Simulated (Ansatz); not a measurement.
The cell below belongs to a search over invented structures; it isn't taken from experiment.

Input and command of a plane-wave DFT calculation in Ansatz:

```yaml
crystal:
  lattice:
    - [4.57848446, 0.0, 0.0]
    - [-2.28924223, 3.96508386, 0.0]
    - [0.0, 0.0, 8.6548789]
  atoms:
    - { symbol: Ca, position: [0.0, 0.0, 0.0] }
    - { symbol: Lu, position: [0.0, 0.0, 0.73348209] }
    - { symbol: Lu, position: [0.0, 0.0, 0.26651791] }
    - { symbol: Pd, position: [0.33333333, 0.66666667, 0.0] }
    - { symbol: Pd, position: [0.66666667, 0.33333333, 0.0] }
    - { symbol: Pd, position: [0.0, 0.0, 0.5] }
    - { symbol: C, position: [0.28950781, 0.0, 0.5] }
    - { symbol: C, position: [0.0, 0.28950781, 0.5] }
    - { symbol: C, position: [0.71049219, 0.71049219, 0.5] }
basis:
  ecutwfc: 420
kpoints:
  mp_grid: { grid: [4, 4, 2] }
hamiltonian:
  xc: pbe
scf:
  occupations: { method: gaussian, width: 0.2 }
  lower_state_search: "off"
output:
  forces: true
  stress: true
  eigenvalues: true
relax:
  adjacent_minimum: "off"
  f_tol: 0.08
  max_steps: 16
  cell: { stress_tol: 0.8 }
```

```bash
ansatz run input.yaml --threads 1 --pin off --max-ram 2560MiB --backend cpu --events-out ev --progress --plain --runs-dir out
```

Processor: Intel(R) Xeon(R) Processor @ 2.50GHz (Skylake/Cascade Lake), 1 thread, on a host shared with other jobs.

Question: How long does it run, and how much memory does it take?

Answer: About 5.6 min, peak memory 0.53 GiB. It solves 76 bands at 8 k points (after reduction by symmetry) with about 3991 plane waves (on the last cell), in 131 SCF iterations over 14 ionic steps.
